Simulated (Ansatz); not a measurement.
**SiC: a ladder of calculations**

Cell of run 1: an entry of the Crystallography Open Database (COD; perhaps a calculated or model structure).

```yaml
crystal:
  lattice:
    - [3.08100, 0.00000, 0.00000]
    - [-1.54050, 2.66822, 0.00000]
    - [0.00000, 0.00000, 15.12480]
  atoms:
    - { symbol: Si, position: [0.00000, 0.00000, 0.00000] }
    - { symbol: Si, position: [0.00000, 0.00000, 0.50000] }
    - { symbol: Si, position: [0.33333, 0.66667, 0.16640] }
    - { symbol: Si, position: [0.66667, 0.33333, 0.66640] }
    - { symbol: Si, position: [0.66667, 0.33333, 0.33290] }
    - { symbol: Si, position: [0.33333, 0.66667, 0.83290] }
    - { symbol: C, position: [0.33333, 0.66667, 0.04120] }
    - { symbol: C, position: [0.66667, 0.33333, 0.54120] }
    - { symbol: C, position: [0.66667, 0.33333, 0.20800] }
    - { symbol: C, position: [0.33333, 0.66667, 0.70800] }
    - { symbol: C, position: [0.00000, 0.00000, 0.37460] }
    - { symbol: C, position: [0.00000, 0.00000, 0.87460] }
```

Atom numbers follow the list; atoms alike are taken as one site, whose name carries the number of the first.

Relaxed positions (PBE, cell held):

```
CELL_PARAMETERS angstrom
3.08100 0.00000 0.00000
-1.54050 2.66822 0.00000
0.00000 0.00000 15.12480
ATOMIC_POSITIONS crystal
Si 0.00000 0.00000 0.99971
Si 0.00000 0.00000 0.49971
Si 0.33333 0.66667 0.16652
Si 0.66667 0.33333 0.66652
Si 0.66667 0.33333 0.33300
Si 0.33333 0.66667 0.83300
C 0.33333 0.66667 0.04150
C 0.66667 0.33333 0.54150
C 0.66667 0.33333 0.20802
C 0.33333 0.66667 0.70802
C 0.00000 0.00000 0.37437
C 0.00000 0.00000 0.87437
```

All runs are DFT with Ansatz 0.2.0 (plane waves and PAW, scalar-relativistic unless spin–orbit coupling is named, Γ-centred meshes, Fermi–Dirac smearing where given) in this cell.

Run 1: PBE, gradients read without the response of the cores, atoms as given; 420 eV, 10×10×2 k-points, smearing 0.02 eV.
Run 2: PBE, gradients read without the response of the cores, atoms relaxed; 420 eV, 10×10×2 k-points, smearing 0.02 eV.
Run 3: r2SCAN, gradients read without the response of the cores, at the relaxed atoms; 500 eV, 10×10×2 k-points, smearing 0.02 eV.

```
run  Si3 V_zz (η)  Si5 V_zz (η)  C11 V_zz (η)
  1   0.23 (0.00)   0.22 (0.00)   0.21 (0.00)
  2             ?             ?             ?
  3   0.20 (0.00)   0.26 (0.00)   0.21 (0.00)
```

V_zz in 10²¹ V/m²; 3 of the 6 sets of like atoms are followed.

Problem. Estimate the row of run 2.

Solution. Si3: 0.21 (0.00); Si5: 0.24 (0.00); C11: 0.21 (0.00). It lies nearest to run 3, from whose tensors on these sites it differs by 0.02 at most (largest principal value of the difference). Taken one at a time, the positions of the atoms (as given or relaxed) move the tensors on these sites by up to 0.02 (largest principal value of the change, on Si3), the functional (r2SCAN with its higher cutoff) by 0.02.

Run 1: The values hang on the deposited positions: relaxing the atoms moves V_zz on Si1 from 0.007 to -0.052.
